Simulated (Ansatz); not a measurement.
Total density of states per atom from DFT-PBE in the program Ansatz with PAW potentials, in 0.25 eV bins, energy from the Fermi level:

(E (eV), states/eV/atom): (-7.85, 0.04); (-7.60, 0.07); (-7.35, 0.10); (-7.10, 0.13); (-6.85, 0.16); (-6.60, 0.19); (-6.35, 0.24); (-6.10, 0.32); (-5.85, 2.29); (-5.60, 2.61); (-5.35, 1.97); (-5.10, 2.56); (-4.85, 4.48); (-4.60, 1.66); (-4.35, 1.47); (-4.10, 1.36); (-3.85, 1.83); (-3.60, 1.29); (-3.35, 1.26); (-3.10, 0.99); (-2.85, 0.83); (-2.60, 0.92); (-2.35, 1.13); (-2.10, 0.90); (-1.85, 1.11); (-1.60, 1.16); (-1.35, 1.02); (-1.10, 0.80); (-0.85, 0.81); (-0.60, 0.66); (-0.35, 0.70); (-0.10, 1.02); (0.15, 1.30); (0.40, 1.31); (0.65, 1.53); (0.90, 2.16); (1.15, 1.21); (1.40, 0.71); (1.65, 0.62); (1.90, 0.38); (2.15, 0.32); (2.40, 0.26); (2.65, 0.24); (2.90, 0.39); (3.15, 0.37); (3.40, 0.38); (3.65, 0.41); (3.90, 0.43); (4.15, 0.43); (4.40, 0.42); (4.65, 0.41); (4.90, 0.41)

Pick the material that matches.
A. Hf, diamond
B. Ir, diamond
C. MoIr, L1₀ or tetragonal B2
D. Sn, diamond

B, Ir, diamond. Within 0.5 eV of the Fermi level: Ir 5d 85 %, Ir 6s 9 %, outside the projected shells 6 %. Projections are on Löwdin-orthogonalised atomic valence shells; empty p or d shells of many metals are not among them.

Space group Fd-3m (diamond). The start of the workflow was typed in or built on a structure type; neither database checked (COD, Materials Project) lists it. It is not the phase usual at ambient conditions (space group No. 225). Symmetry was held in the PBE relaxation; whether a distortion lowers the energy is not shown. No spin polarisation was allowed. Spin–orbit coupling is left out wherever it is not named.

Potentials: the earlier of the program's two PAW sets.
